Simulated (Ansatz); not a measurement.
IrPt (CsCl type, Pm-3m) under volume change, the program Ansatz at the r²SCAN level (PAW), scaled uniformly.

```csv
V (Å³/atom),E − E(relaxed) (meV/atom),P (GPa)
13.697,138.7,36.14
14.149,57.6,21.80
14.601,13.5,9.88
15.052,0.0,0.00
15.504,11.9,-8.17
15.955,44.7,-14.92
16.407,94.9,-20.51
```

### Question
What does a third-order Birch–Murnaghan fit give for V₀, B₀ and B′?

### Answer
V₀ = 15.05 Å³/atom, B₀ = 299 GPa, B′ = 5.3.

The start of the workflow was typed in or built on a structure type; neither database checked (COD, Materials Project) lists it. Its standing as an ambient phase is unchecked. The r²SCAN relaxation kept the symmetry of its start. At this level the phase is mechanically unstable. No spin polarisation was allowed. Its formation energy is positive at this level, so the cell may be metastable or incomplete. Scalar-relativistic: spin–orbit coupling is off unless named, which matters more the heavier the elements.

Potentials: the earlier of the program's two PAW sets.
